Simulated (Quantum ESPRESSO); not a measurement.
# Band energies of K2Pt at -3 % isotropic strain

```
K2Pt
1.0
    0.00000     3.62404     3.62404
    3.62404     0.00000     3.62404
    3.62404     3.62404     0.00000
K Pt
2 1
Cartesian
  5.43606   5.43606   5.43606
  1.81202   1.81202   1.81202
  7.24808   7.24808   7.24808
```

PBEsol (Quantum ESPRESSO, PseudoDojo norm-conserving, 84 Ry, no spin-orbit coupling); path ΓXWKΓLUWLK,UX; energies in eV from the valence-band maximum.

| k (1/Å) | point | band 14 | band 15 | band 16 | band 17 | band 18 | band 19 | band 20 | band 21 |
|---|---|---|---|---|---|---|---|---|---|
| 0.00 | Γ | -0.26 | -0.26 | -0.01 | -0.01 | -0.01 | 3.65 | 3.65 | 3.65 |
| 0.43 |  | -0.31 | -0.17 | -0.13 | -0.03 | -0.03 | 2.45 | 4.15 | 4.15 |
| 0.87 | X | -0.36 | -0.34 | -0.05 | -0.05 | 0.00 | 1.82 | 4.07 | 4.71 |
| 1.30 | W | -0.32 | -0.25 | -0.25 | -0.07 | -0.05 | 2.99 | 2.99 | 3.57 |
| 1.45 |  | -0.31 | -0.27 | -0.19 | -0.07 | -0.05 | 2.58 | 3.16 | 4.02 |
| 1.61 | K | -0.32 | -0.27 | -0.15 | -0.06 | -0.06 | 2.43 | 3.13 | 4.72 |
| 1.91 |  | -0.21 | -0.18 | -0.17 | -0.10 | -0.05 | 2.33 | 3.54 | 4.48 |
| 2.42 |  | -0.25 | -0.25 | -0.02 | -0.01 | -0.01 | 3.51 | 3.68 | 3.69 |
| 2.53 | Γ | -0.26 | -0.26 | -0.01 | -0.01 | -0.01 | 3.65 | 3.65 | 3.65 |
| 2.85 |  | -0.22 | -0.22 | -0.08 | -0.03 | -0.03 | 2.72 | 3.95 | 3.95 |
| 3.28 | L | -0.17 | -0.17 | -0.13 | -0.05 | -0.05 | 1.58 | 4.51 | 4.51 |
| 3.70 |  | -0.29 | -0.23 | -0.15 | -0.09 | -0.06 | 2.43 | 3.14 | 4.69 |
| 3.81 | U | -0.32 | -0.27 | -0.15 | -0.06 | -0.06 | 2.43 | 3.13 | 4.72 |
| 4.11 | W | -0.32 | -0.25 | -0.25 | -0.07 | -0.05 | 2.99 | 2.99 | 3.57 |
| 4.20 |  | -0.31 | -0.24 | -0.23 | -0.07 | -0.05 | 2.83 | 3.05 | 3.74 |
| 4.55 |  | -0.20 | -0.16 | -0.14 | -0.10 | -0.06 | 1.77 | 4.15 | 4.54 |
| 4.73 | L | -0.17 | -0.17 | -0.13 | -0.05 | -0.05 | 1.58 | 4.51 | 4.51 |
| 4.88 |  | -0.20 | -0.16 | -0.14 | -0.09 | -0.06 | 1.72 | 4.22 | 4.54 |
| 5.18 |  | -0.30 | -0.24 | -0.15 | -0.08 | -0.06 | 2.48 | 3.07 | 4.70 |
| 5.26 | K | -0.32 | -0.27 | -0.15 | -0.06 | -0.06 | 2.43 | 3.13 | 4.72 |
| 5.26 | U | -0.32 | -0.27 | -0.15 | -0.06 | -0.06 | 2.43 | 3.13 | 4.72 |
| 5.56 | X | -0.36 | -0.34 | -0.05 | -0.05 | 0.00 | 1.82 | 4.07 | 4.71 |

The PBEsol gap is indirect, 1.58 eV, from X to L; the smallest direct gap is 1.63 eV. Another valence extremum on the path lies within 0.02 eV, too close to call.

Spin-orbit coupling is left out, which matters for elements this heavy: edges can move by tenths of an eV.

Geometry strained from the cell relaxed with PBEsol, atoms relaxed again.

The structure is a Materials Project entry; no match was found in the copy of COD used, and its stability was not checked.
